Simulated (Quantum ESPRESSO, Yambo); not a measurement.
**G0W0 results for Sr$_{2}$MgWO$_{6}$**

```
Sr2MgWO6
1.0
   -2.78845     2.78845     3.98949
    2.78845    -2.78845     3.98949
    2.78845     2.78845    -3.98949
O Mg Sr W
6 1 2 1
Direct
  0.74153   0.74153   0.00000
  0.25847   0.25847   0.00000
  0.70594   0.77657   0.48251
  0.29406   0.22343   0.51749
  0.77657   0.29406   0.07063
  0.22343   0.70594   0.92937
  0.00000   0.00000   0.00000
  0.75000   0.25000   0.50000
  0.25000   0.75000   0.50000
  0.50000   0.50000   0.00000
```

The geometry is that of Materials Project entry mp-19420, symmetrised and not relaxed again.

Starting point: norm-conserving PBEsol (Quantum ESPRESSO, 84 Ry, without SOC). G0W0 in Yambo: 4×4×4 Γ-centred k mesh, bands 3 to 152 and a 6 Ry block in the screening, 152 bands in G with the Bruneval-Gonze terminator, plasmon pole fitted at 27.2 eV.

```yaml
PBEsol gap along the band path: 3.02 eV
PBEsol gap between the mesh's edge points ((0, 0, 0.25) → X): 3.02 eV
G0W0 gap between the same points: 4.99 eV
PBEsol smallest direct gap on the mesh (at X): 3.04 eV
G0W0 direct gap at that point: 5.01 eV
```

```tsv
k point	band	E PBEsol (eV)	E QP (eV)	shift (eV)	Z
Γ	VB	-0.01	-0.55	-0.55	0.79
Γ	CB	3.16	4.57	1.41	0.82
(0, 0, 0.25)	VB	0.00	-0.55	-0.55	0.79
(0, 0, 0.25)	CB	3.08	4.49	1.42	0.82
X	VB	-0.02	-0.57	-0.55	0.79
X	CB	3.02	4.44	1.42	0.82
N	VB	-0.37	-0.97	-0.60	0.79
N	CB	3.45	4.90	1.45	0.82
P	VB	-0.44	-1.06	-0.62	0.79
P	CB	3.59	5.07	1.48	0.81
```

Energies count from the PBEsol valence-band maximum.

Convergence of the G0W0 settings was not tested.

Without spin-orbit coupling, band edges of such heavy elements can be off by tenths of an eV.

The structure is a Materials Project entry; no match was found in the copy of COD used, and its stability was not checked.
